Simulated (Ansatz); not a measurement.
# Structures of NaP₂: which is lowest?

Plane-wave DFT in Ansatz with scalar-relativistic PAW potentials, cutoff 420 eV, Γ-centred meshes chosen by cell and gap, Gaussian smearing with energies taken to zero width. Every cell was relaxed (cell and atoms) in a run of its own, within the symmetry of its start. Functional: PBE.

Relaxed structures (starts from databases or built by putting these elements on another compound's sites):
A. P3_121, 9 atoms in the computed cell, a = 5.654 Å, c = 7.824 Å; sites (symmetry × multiplicity) Na .2. × 3, P 1 × 6; start: built
B. P4/nmm, 6 atoms in the computed cell, a = 4.627 Å, c = 5.748 Å; sites (symmetry × multiplicity) Na 4mm × 2, P -4m2 × 2 + 4mm × 2; start: built

Rank them by energy. Could pressure change the order?

```csv
structure,group,E − E(lowest) (meV/atom),V (Å³/atom),gap on mesh (eV)
A,P3_121,0.0,24.07,0.00
B,P4/nmm,108,20.51,0.00
```

A is lowest, 108 meV/atom under B. B is denser by 3.56 Å³/atom, so pressure favours it: ΔE/ΔV, with ΔE in eV and 1 eV/Å³ = 160.2 GPa, gives about 4.9 GPa for equal enthalpy if both cells were rigid, a rough figure since the two compress differently. Other structures may lie lower than all of these, and vibrations aren't counted.